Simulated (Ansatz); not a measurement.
Values for one crystal, relaxed and computed with the program Ansatz at the r²SCAN level (PAW); other levels are named.

```yaml
volume_per_atom: 12.08 Å³
band_gap: 1.79 eV (direct)
HSE06 gap on the r²SCAN cell: 2.85 eV
hill_bulk_and_shear_moduli: 207 and 98.3 GPa
Gap with spin–orbit coupling: 1.80 eV
Pressure derivative B′: 5.3
Highest zone-centre frequency (without LO–TO term): 763 cm^-1
```

### Question
Which compound is it?
A. CaO, CsCl type
B. SnO2, rutile
C. ZnSnN2, R-3m (Zn on 3a, Sn on 3b, N on 6c)
D. Y3Al5O12, Ia-3d (Y on 24c, Al on 16a, Al on 24d, O on 96h)

### Answer
B, SnO2, rutile

Space group P4_2/mnm (rutile). The r²SCAN relaxation kept the symmetry of its start. Scalar-relativistic: spin–orbit coupling is off unless named, which matters more the heavier the elements.

Potentials: the earlier of the program's two PAW sets.
